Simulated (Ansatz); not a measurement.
GaAs (zinc blende)

```cif
data_As4Ga4
_chemical_formula_sum 'As4 Ga4'
_space_group_name_H-M_alt 'F-43m'
_space_group_IT_number 216
_space_group_name_Hall 'F -4 2 3'
_cell_length_a 5.74607
_cell_length_b 5.74607
_cell_length_c 5.74607
_cell_angle_alpha 90.000
_cell_angle_beta 90.000
_cell_angle_gamma 90.000
loop_
_atom_site_label
_atom_site_type_symbol
_atom_site_symmetry_multiplicity
_atom_site_Wyckoff_symbol
_atom_site_fract_x
_atom_site_fract_y
_atom_site_fract_z
_atom_site_occupancy
As1 As 4 c 0.25000 0.25000 0.25000 1
Ga1 Ga 4 a 0.00000 0.00000 0.00000 1
```
(The calculation used a cell of 2 atoms; values per cell refer to that cell.)

Equation-of-state scan: isotropic scaling of the cell above, V₀ being its volume. Symmetry pins the atoms to their sites.

All values below come from PBE (plane waves to 420 eV, PAW, scalar-relativistic; Ansatz, a quantum-chemistry and plane-wave program). k mesh 10×10×10 (Γ-centred), Fermi-Dirac smearing 0.05 eV. The energy includes the smearing's −TS. GaAs was relaxed with its symmetry unable to fall. The PAW data are Ansatz's earlier set. The zero of ΔE is the relaxed starting cell.

| V/V₀ | ΔE (eV/atom) |
|---|---|
| 0.900 | 0.0548 |
| 0.917 | 0.0368 |
| 0.933 | ___ |
| 0.950 | 0.0123 |
| 0.967 | 0.0053 |
| 0.983 | ___ |
| 1.000 | 0.0000 |
| 1.017 | ___ |
| 1.033 | 0.0046 |
| 1.050 | 0.0101 |
| 1.067 | 0.0175 |
| 1.083 | 0.0265 |
| 1.100 | ___ |

Task: Fill in the missing entries.

Result: 
- 0.933, ΔE (eV/atom): 0.0227
- 0.983, ΔE (eV/atom): 0.0013
- 1.017, ΔE (eV/atom): 0.0012
- 1.100, ΔE (eV/atom): 0.0372

(A scan under strain: stresses follow from slopes of the energy per volume, elastic moduli from its curvatures.)
